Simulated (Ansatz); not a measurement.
FeCo:
```xyz
2
Lattice="2.8449 0.0000 0.0000 0.0000 2.8449 0.0000 0.0000 0.0000 2.8449" Properties=species:S:1:pos:R:3 pbc="T T T"
Fe     0.0000     0.0000     0.0000
Co     1.4224     1.4224     1.4224
```
Starting moments (μB, in the order of the atoms Fe Co): 2.9 1.8.

Relaxed with PBE. Special points in fractions of this cell's reciprocal vectors: Γ (0.000, 0.000, 0.000); X (0.000, 0.500, 0.000); M (0.500, 0.500, 0.000); R (0.500, 0.500, 0.500).

**Question.** List the band energies nearest the Fermi level at these points for PBE in the plane-wave PAW code Ansatz.

**Answer.** In eV from the Fermi level; about four levels below and three above (degenerate sets whole), none deeper than 8.9 eV; … stands for higher levels left out; points with the same levels are listed once.

```json
[
 {"k": "Γ ↑", "below": "-2.04 -2.04 -0.92 -0.92 -0.92", "above": "8.93 8.93 8.93"},
 {"k": "X ↑", "below": "-2.10 -2.00 -0.95 -0.66", "above": "15.76 15.76 …"},
 {"k": "M ↑", "below": "-0.67 -0.67 -0.27 -0.27", "above": "5.99 6.18 …"},
 {"k": "R ↑", "below": "-1.94 -1.94 -1.73 -1.73", "above": "7.54 7.54 7.54"},
 {"k": "Γ ↓", "below": "-3.56 -3.56 -1.20 -1.20 -1.20", "above": "0.81 0.81 1.52 1.52 1.52"},
 {"k": "X ↓", "below": "-1.17 -1.17 -0.41 -0.32 -0.32", "above": "0.66 1.19 2.08"},
 {"k": "M ↓", "below": "-2.34 -2.34 -0.19 -0.19", "above": "0.51 0.59 0.79"},
 {"k": "R ↓", "below": "-2.69 -2.69 -2.69 -2.30 -2.30 -2.30", "above": "0.63 0.63 1.53 1.53"}
]
```

Space group Pm-3m (CsCl type). The PBE relaxation kept the symmetry of its start. The final state is ferromagnetic, chosen from 5 collinear starts compared on coarse meshes (ties went to the first, and starts can fall back to one state), not a proven ground state. Textbook magnetic order: ferromagnetic.

Potentials: the later of the program's two PAW sets.
